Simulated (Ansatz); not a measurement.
TiMoSe4, before and after

Recipe of this trial structure of TiMoSe4: random cell by space group and Wyckoff sites (P4/mmm, No. 123). Lengths were set from tabulated atomic sizes, so they are only a guess.

start.xyz

```xyz
6
Lattice="4.4289 0.0000 0.0000 0.0000 4.4289 0.0000 0.0000 0.0000 8.6570" Properties=species:S:1:pos:R:3 pbc="T T T"
Ti    2.2144    2.2144    4.3285
Mo    0.0000    0.0000    4.3285
Se    2.2144    2.2144    2.4575
Se    2.2144    2.2144    6.1996
Se    0.0000    0.0000    1.8151
Se    0.0000    0.0000    6.8419
```

All numbers below come from DFT PBE, scalar-relativistic, plane waves, PAW (Ansatz 0.2.0). Cutoff 420 eV, Gaussian smearing, Γ-centred meshes. Cell and atoms relax first on a coarse mesh and then on a finer one. In between, the cell is made exact in the group found at 0.06 Å. In metals the finer mesh still leaves noise of several meV/atom or more. The steps can't lower the symmetry of their start. Collinear spin, starting moments Ti 1.0; Mo 1.0 μB; they died out on the coarse mesh, so the last step has no spin.

end.xyz

```xyz
6
Lattice="3.8597 0.0000 0.0000 0.0000 3.8597 0.0000 0.0000 0.0000 9.6269" Properties=species:S:1:pos:R:3 pbc="T T T"
Ti    1.9298    1.9298    4.8135
Mo    0.0000    0.0000    4.8135
Se    1.9298    1.9298    2.1851
Se    1.9298    1.9298    7.4418
Se    0.0000    0.0000    2.3148
Se    0.0000    0.0000    7.3122
```

The symmetry stays P4/mmm (No. 123). The volume per atom shrinks by 15.5 %, from 28.3 to 23.9 Å³. The shortest distance goes from 1.87 Å (Ti–Se) to 2.50 Å (Mo–Se). The ratio c/a of the conventional cell changes by a factor of 1.28. The energy falls by about 1.3 eV/atom (the start's value is from the coarse mesh).

For TiMoSe4, the volume per atom is 23.9 Å³, the density is 5.3 g/cm³ and the formation energy is +0.15 eV/atom. The gap on the 10×10×4 mesh of the 6-atom cell is 0 eV (a metal).

The zero of energy is the elements' standard structures at the same level; no fitted shifts are applied. The separate elements lie lower, so it is unstable against them.

The last run used Gaussian smearing of 0.10 eV. No dispersion correction is applied, so the spacing and binding between layers, chains or molecules are poorly described. The reference form of Se is held partly by dispersion forces, which this level lacks. A structure relaxed within its symmetry needn't be a true minimum. In all, the 3 runs took 11 min on 1 thread of Intel(R) Xeon(R) Platinum 8259CL CPU @ 2.50GHz (Skylake/Cascade Lake), with other jobs on the host.
